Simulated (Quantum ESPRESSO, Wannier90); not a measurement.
Wannier functions of PbS (Cmcm)

Materials Project entry mp-1018115; symmetrised, unrelaxed at this level. Not found in the COD (Crystallography Open Database) copy used, which has the formula in other groups; not checked further. Method: PBEsol plane waves in Quantum ESPRESSO 7.5 (PseudoDojo norm-conserving files, 45 Ry, spinors with spin-orbit coupling), Bloch states on a 6×6×6 mesh through Γ, Wannier90 4.0.1. Density: 8×8×8 mesh, Gaussian smearing 0.01 Ry.

On the energy scale of pw.x, whose zero is arbitrary, the valence-band maximum lies at 7.65 eV.

Input w.win:

```
num_bands = 52
num_wann = 32
exclude_bands = 1-20
spinors = true
num_iter = 1000
conv_tol = 1.0e-6
conv_window = 4
dis_num_iter = 1000
dis_conv_tol = 1.0e-6
dis_froz_max = 9.88
write_hr = true
write_u_matrices = true
begin projections
f=0.12130,0.24871,0.25379: s;p
f=-0.11834,-0.25113,-0.26056: s;p
f=0.36052,0.25933,-0.28602: s;p
f=-0.35373,-0.25652,0.28412: s;p
end projections
begin unit_cell_cart
ang
    4.1599100000    0.0000000000    0.0000000000
    0.0000000000    0.0000000000   -4.2793200000
   -2.0799550000    5.9912950000    0.0000000000
end unit_cell_cart
begin atoms_frac
Pb   0.1305600000  0.2500000000  0.2611200000
Pb  -0.1305600000 -0.2500000000 -0.2611200000
S    0.3548000000  0.2500000000 -0.2904000000
S   -0.3548000000 -0.2500000000  0.2904000000
end atoms_frac
mp_grid = 6 6 6
begin kpoints
0.0000000000 0.0000000000 0.0000000000
0.0000000000 0.0000000000 0.1666666667
0.0000000000 0.0000000000 0.3333333333
... (213 more lines: the 6x6x6 mesh through Gamma)
end kpoints
```

Input of pw2wannier90.x that gives the overlap and projection files (equivalent; here they were cut from one run over all bands):

```
&inputpp
  outdir = './out'
  prefix = 'pwscf'
  seedname = 'w'
  write_amn = .true.
  write_mmn = .true.
/
```

Output w.wout (banner and timings cut):

```
                                    ------
                                    SYSTEM
                                    ------

                              Lattice Vectors (Ang)
                    a_1     4.159910   0.000000   0.000000
                    a_2     0.000000   0.000000  -4.279320
                    a_3    -2.079955   5.991295   0.000000

                   Unit Cell Volume:     106.65455  (Ang^3)

                        Reciprocal-Space Vectors (Ang^-1)
                    b_1     1.510414   0.524360   0.000000
                    b_2     0.000000   0.000000  -1.468267
                    b_3    -0.000000   1.048719   0.000000

 *----------------------------------------------------------------------------*
 |   Site       Fractional Coordinate          Cartesian Coordinate (Ang)     |
 +----------------------------------------------------------------------------+
 | pb   1   0.13056   0.25000   0.26112   |    0.00000   1.56445  -1.06983    |
 | pb   2  -0.13056  -0.25000  -0.26112   |    0.00000  -1.56445   1.06983    |
 | s    1   0.35480   0.25000  -0.29040   |    2.07995  -1.73987  -1.06983    |
 | s    2  -0.35480  -0.25000   0.29040   |   -2.07995   1.73987   1.06983    |
 *----------------------------------------------------------------------------*
                                ------------
                                K-POINT GRID
                                ------------

             Grid size =  6 x  6 x  6      Total points =  216

 *---------------------------------- MAIN ------------------------------------*
 |  Number of Wannier Functions               :                32             |
 |  Number of Objective Wannier Functions     :                32             |
 |  Number of input Bloch states              :                52             |
 |  Output verbosity (1=low, 5=high)          :                 1             |
 |  Timing Level (1=low, 5=high)              :                 1             |
 |  Optimisation (0=memory, 3=speed)          :                 3             |
 |  Length Unit                               :               Ang             |
 |  Post-processing setup (write *.nnkp)      :                 F             |
 |  Using Gamma-only branch of algorithms     :                 F             |
 *----------------------------------------------------------------------------*
 *------------------------------- WANNIERISE ---------------------------------*
 |  Total number of iterations                :              1000             |
 |  Number of CG steps before reset           :                 5             |
 |  Trial step length for line search         :             2.000             |
 |  Convergence tolerence                     :         0.100E-05             |
 |  Convergence window                        :                 4             |
 |  Iterations between writing output         :                 1             |
 |  Iterations between backing up to disk     :               100             |
 |  Write r^2_nm to file                      :                 F             |
 |  Write xyz WF centres to file              :                 F             |
 |  Write on-site energies <0n|H|0n> to file  :                 F             |
 |  Use guiding centre to control phases      :                 F             |
 |  Use phases for initial projections        :                 F             |
 *----------------------------------------------------------------------------*
 *------------------------------- DISENTANGLE --------------------------------*
 |  Using band disentanglement                :                 T             |
 |  Total number of iterations                :              1000             |
 |  Mixing ratio                              :             0.500             |
 |  Convergence tolerence                     :         1.000E-06             |
 |  Convergence window                        :                 3             |
 *----------------------------------------------------------------------------*
 *-------------------------------- PLOTTING ----------------------------------*
 |  Plotting Hamiltonian in WF basis          :                 T             |
 *----------------------------------------------------------------------------*

 *---------------------------------- K-MESH ----------------------------------*
 +----------------------------------------------------------------------------+
 |                    Distance to Nearest-Neighbour Shells                    |
 |                    ------------------------------------                    |
 |          Shell             Distance (Ang^-1)          Multiplicity         |
 |          -----             -----------------          ------------         |
 |             1                   0.174787                      2            |
 |             2                   0.244711                      2            |
 |             3                   0.266474                      4            |
 |             4                   0.300722                      4            |
 |             5                   0.349573                      2            |
 |             6                   0.361790                      8            |
 |             7                   0.363468                      4            |
 |             8                   0.426714                      4            |
       ... (lines left out)
 +----------------------------------------------------------------------------+
 | The b-vectors are chosen automatically                                     |
 | The following shells are used:                       1,  2,  3             |
 +----------------------------------------------------------------------------+
 |                        Shell   # Nearest-Neighbours                        |
 |                        -----   --------------------                        |
 |                          1               2                                 |
 |                          2               2                                 |
 |                          3               4                                 |
 +----------------------------------------------------------------------------+
 | Completeness relation is fully satisfied [Eq. (B1), PRB 56, 12847 (1997)]  |
 +----------------------------------------------------------------------------+
 |                  b_k Vectors (Ang^-1) and Weights (Ang^2)                  |
 |                  ----------------------------------------                  |
 |            No.         b_k(x)      b_k(y)      b_k(z)        w_b           |
 |            ---        --------------------------------     --------        |
 |             1         0.000000    0.174787    0.000000    14.393922        |
 |             2         0.000000   -0.174787    0.000000    14.393922        |
 |             3         0.000000    0.000000   -0.244711     8.349535        |
 |             4         0.000000    0.000000    0.244711     8.349535        |
 |             5         0.251736    0.087393    0.000000     3.945033        |
 |             6         0.251736   -0.087393    0.000000     3.945033        |
 |             7        -0.251736   -0.087393    0.000000     3.945033        |
 |             8        -0.251736    0.087393    0.000000     3.945033        |
 +----------------------------------------------------------------------------+
 |                           b_k Directions (Ang^-1)                          |
 |                           -----------------------                          |
 |            No.           x           y           z                         |
 |            ---        --------------------------------                     |
 |             1         0.000000    0.174787    0.000000                     |
 |             2         0.000000    0.000000   -0.244711                     |
 |             3         0.251736    0.087393    0.000000                     |
 |             4         0.251736   -0.087393    0.000000                     |
 +----------------------------------------------------------------------------+

 Starting a new Wannier90 calculation ...

 Reading overlaps from w.mmn

 Reading projections from w.amn

 *------------------------------- DISENTANGLE --------------------------------*
 +----------------------------------------------------------------------------+
 |                              Energy  Windows                               |
 |                              ---------------                               |
 |                   Outer:   -5.39529  to   21.87428  (eV)                   |
 |                   Inner:   -5.39529  to    9.88000  (eV)                   |
 +----------------------------------------------------------------------------+
   Number of target bands to extract:   32

                   Unitarised projection of Wannier functions
                   ------------------------------------------
   A_mn = <psi_m|g_n> --> S = A.A^+ --> U = S^-1/2.A
   In dis_project... done
   Using an inner window (linner = T)
   In dis_proj_froz... done

                   Extraction of optimally-connected subspace
                   ------------------------------------------
 +---------------------------------------------------------------------+<-- DIS
 |  Iter     Omega_I(i-1)      Omega_I(i)      Delta (frac.)           |<-- DIS
 +---------------------------------------------------------------------+<-- DIS
       1      54.33300026      49.40653259       9.971E-02    <-- DIS
       2      50.44899835      48.13606773       4.805E-02    <-- DIS
       3      48.97208571      47.32184219       3.487E-02    <-- DIS
       4      47.90594498      46.75874661       2.453E-02    <-- DIS
       5      47.14849272      46.35630241       1.709E-02    <-- DIS
       6      46.60982046      46.06132100       1.191E-02    <-- DIS
       ... (lines left out)
     101      44.90964788      44.90969149      -9.711E-07    <-- DIS
     102      44.90964562      44.90968734      -9.289E-07    <-- DIS
     103      44.90964359      44.90968350      -8.886E-07    <-- DIS

             <<<      Delta < 1.000E-06  over  3 iterations     >>>
             <<< Disentanglement convergence criteria satisfied >>>

        Final Omega_I    44.90968350 (Ang^2)

 +----------------------------------------------------------------------------+

 Writing checkpoint file w.chk... done

 *------------------------------- WANNIERISE ---------------------------------*
 +--------------------------------------------------------------------+<-- CONV
 | Iter  Delta Spread     RMS Gradient      Spread (Ang^2)            |<-- CONV
 +--------------------------------------------------------------------+<-- CONV

 ------------------------------------------------------------------------------
 Initial State
  WF centre and spread    1  ( -0.022474,  1.537363, -1.065718 )     1.70417092
  WF centre and spread    2  ( -0.022474,  1.537363, -1.065718 )     1.70417092
  WF centre and spread    3  ( -0.001074,  1.563078, -1.074608 )     2.98634517
  WF centre and spread    4  ( -0.001074,  1.563078, -1.074608 )     2.98634488
  WF centre and spread    5  (  0.021486,  1.571831, -1.071378 )     2.95235502
  WF centre and spread    6  (  0.021486,  1.571831, -1.071378 )     2.95235509
  WF centre and spread    7  ( -0.000416,  1.476641, -1.069491 )     2.95332874
  WF centre and spread    8  ( -0.000415,  1.476641, -1.069491 )     2.95332928
  WF centre and spread    9  (  0.045445, -1.575068,  1.075965 )     1.70174247
  WF centre and spread   10  (  0.045445, -1.575068,  1.075965 )     1.70174251
  WF centre and spread   11  ( -0.001050, -1.563298,  1.065134 )     2.98780887
  WF centre and spread   12  ( -0.001050, -1.563298,  1.065134 )     2.98780901
  WF centre and spread   13  ( -0.046961, -1.571984,  1.072008 )     2.95080860
  WF centre and spread   14  ( -0.046960, -1.571983,  1.072008 )     2.95080863
  WF centre and spread   15  (  0.000358, -1.437549,  1.069741 )     2.94599541
  WF centre and spread   16  (  0.000358, -1.437549,  1.069741 )     2.94599501
  WF centre and spread   17  (  2.093497, -1.748549, -1.106487 )     1.15413543
  WF centre and spread   18  (  2.093497, -1.748549, -1.106487 )     1.15413542
  WF centre and spread   19  (  2.080980, -1.764996, -1.036384 )     1.48825310
  WF centre and spread   20  (  2.080980, -1.764996, -1.036384 )     1.48825314
  WF centre and spread   21  (  2.067789, -1.766508, -1.071664 )     1.50497147
  WF centre and spread   22  (  2.067789, -1.766508, -1.071664 )     1.50497153
  WF centre and spread   23  (  2.080590, -1.649849, -1.071082 )     1.56542312
  WF centre and spread   24  (  2.080590, -1.649849, -1.071082 )     1.56542313
  WF centre and spread   25  ( -2.064044,  1.737812,  1.095429 )     1.15420564
  WF centre and spread   26  ( -2.064044,  1.737812,  1.095429 )     1.15420563
  WF centre and spread   27  ( -2.079276,  1.765026,  1.046466 )     1.48780335
  WF centre and spread   28  ( -2.079276,  1.765026,  1.046466 )     1.48780319
  WF centre and spread   29  ( -2.094701,  1.766462,  1.071204 )     1.50399748
  WF centre and spread   30  ( -2.094701,  1.766462,  1.071204 )     1.50399754
  WF centre and spread   31  ( -2.079881,  1.659106,  1.070658 )     1.57058961
  WF centre and spread   32  ( -2.079881,  1.659106,  1.070658 )     1.57058950
  Sum of centres and spreads (  0.000538, -0.000959, -0.000412 )    65.22386883

      0     0.652E+02     0.0000000000       65.2238687492  <-- CONV
        O_D=      0.0084516 O_OD=     20.3057337 O_TOT=     65.2238687 <-- SPRD
 ------------------------------------------------------------------------------
      1    -0.256E+00     0.4074793362       64.9674603754  <-- CONV
        O_D=      0.0112252 O_OD=     20.0465517 O_TOT=     64.9674604 <-- SPRD
      2    -0.303E+00     0.5454556037       64.6641632336  <-- CONV
        O_D=      0.0125709 O_OD=     19.7419088 O_TOT=     64.6641632 <-- SPRD
      3    -0.169E+00     0.4841508449       64.4956211160  <-- CONV
        O_D=      0.0108061 O_OD=     19.5751315 O_TOT=     64.4956211 <-- SPRD
      4    -0.856E-01     0.3379478331       64.4100439080  <-- CONV
        O_D=      0.0076592 O_OD=     19.4927012 O_TOT=     64.4100439 <-- SPRD
      5    -0.445E-01     0.2381912515       64.3655870499  <-- CONV
        O_D=      0.0063349 O_OD=     19.4495686 O_TOT=     64.3655870 <-- SPRD
       ... (lines left out)
    100    -0.687E-02     0.0890491614       54.4615324289  <-- CONV
        O_D=      0.0043693 O_OD=      9.5474796 O_TOT=     54.4615324 <-- SPRD
       ... (lines left out)
    200    -0.284E-03     0.0158978683       54.2745699154  <-- CONV
        O_D=      0.0039277 O_OD=      9.3609587 O_TOT=     54.2745699 <-- SPRD
       ... (lines left out)
    300    -0.904E-04     0.0102239464       54.2542869658  <-- CONV
        O_D=      0.0038877 O_OD=      9.3407157 O_TOT=     54.2542870 <-- SPRD
       ... (lines left out)
    400    -0.908E-05     0.0031866049       54.2512155348  <-- CONV
        O_D=      0.0038716 O_OD=      9.3376605 O_TOT=     54.2512155 <-- SPRD
       ... (lines left out)
    500    -0.131E-05     0.0010793490       54.2507309107  <-- CONV
        O_D=      0.0038667 O_OD=      9.3371807 O_TOT=     54.2507309 <-- SPRD
       ... (lines left out)
    545    -0.691E-06     0.0007818779       54.2506636101  <-- CONV
        O_D=      0.0038655 O_OD=      9.3371146 O_TOT=     54.2506636 <-- SPRD
    546    -0.355E-08     0.0006427147       54.2506636065  <-- CONV
        O_D=      0.0038655 O_OD=      9.3371146 O_TOT=     54.2506636 <-- SPRD
    547    -0.625E-06     0.0006426718       54.2506629819  <-- CONV
        O_D=      0.0038656 O_OD=      9.3371139 O_TOT=     54.2506630 <-- SPRD
             <<<     Delta < 1.000E-06  over  4 iterations     >>>
             <<< Wannierisation convergence criteria satisfied >>>
 Final State
  WF centre and spread    1  ( -0.503237,  1.778354, -0.751310 )     2.17155983
  WF centre and spread    2  ( -0.503236,  1.778354, -0.751308 )     2.17155958
  WF centre and spread    3  ( -0.039502,  1.730769, -1.670786 )     2.20506798
  WF centre and spread    4  ( -0.039503,  1.730769, -1.670786 )     2.20506788
  WF centre and spread    5  (  0.543025,  1.776154, -0.821163 )     2.17076570
  WF centre and spread    6  (  0.543026,  1.776154, -0.821164 )     2.17076607
  WF centre and spread    7  (  0.000217,  0.853911, -1.042931 )     2.13015582
  WF centre and spread    8  (  0.000218,  0.853911, -1.042931 )     2.13015614
  WF centre and spread    9  (  0.508544, -1.777055,  1.380328 )     2.17222737
  WF centre and spread   10  (  0.508546, -1.777054,  1.380325 )     2.17222838
  WF centre and spread   11  (  0.029373, -1.733056,  0.469532 )     2.20596007
  WF centre and spread   12  (  0.029371, -1.733056,  0.469532 )     2.20596024
  WF centre and spread   13  ( -0.538028, -1.775695,  1.328412 )     2.17106367
  WF centre and spread   14  ( -0.538026, -1.775697,  1.328415 )     2.17106294
  WF centre and spread   15  ( -0.000209, -0.853791,  1.093910 )     2.12980741
  WF centre and spread   16  ( -0.000210, -0.853792,  1.093911 )     2.12980730
  WF centre and spread   17  (  2.355732, -1.912766, -1.426705 )     1.22940668
  WF centre and spread   18  (  2.355732, -1.912765, -1.426705 )     1.22940669
  WF centre and spread   19  (  2.248845, -1.909487, -0.650584 )     1.22750032
  WF centre and spread   20  (  2.248846, -1.909487, -0.650584 )     1.22750038
  WF centre and spread   21  (  1.632116, -1.909398, -1.130256 )     1.23884258
  WF centre and spread   22  (  1.632116, -1.909398, -1.130255 )     1.23884254
  WF centre and spread   23  (  2.081266, -1.189544, -1.071467 )     1.18849162
  WF centre and spread   24  (  2.081265, -1.189544, -1.071467 )     1.18849166
  WF centre and spread   25  ( -1.780183,  1.912826,  1.406670 )     1.23131404
  WF centre and spread   26  ( -1.780184,  1.912826,  1.406671 )     1.23131395
  WF centre and spread   27  ( -1.939581,  1.908661,  0.639879 )     1.22555408
  WF centre and spread   28  ( -1.939581,  1.908661,  0.639879 )     1.22555391
  WF centre and spread   29  ( -2.522469,  1.910204,  1.160116 )     1.23916545
  WF centre and spread   30  ( -2.522469,  1.910205,  1.160115 )     1.23916544
  WF centre and spread   31  ( -2.079264,  1.189512,  1.071932 )     1.18844868
  WF centre and spread   32  ( -2.079264,  1.189512,  1.071932 )     1.18844865
  Sum of centres and spreads ( -0.006709, -0.000801, -0.028843 )    54.25066306

         Spreads (Ang^2)       Omega I      =    44.909683499
        ================       Omega D      =     0.003865557
                               Omega OD     =     9.337113927
    Final Spread (Ang^2)       Omega Total  =    54.250662982
```
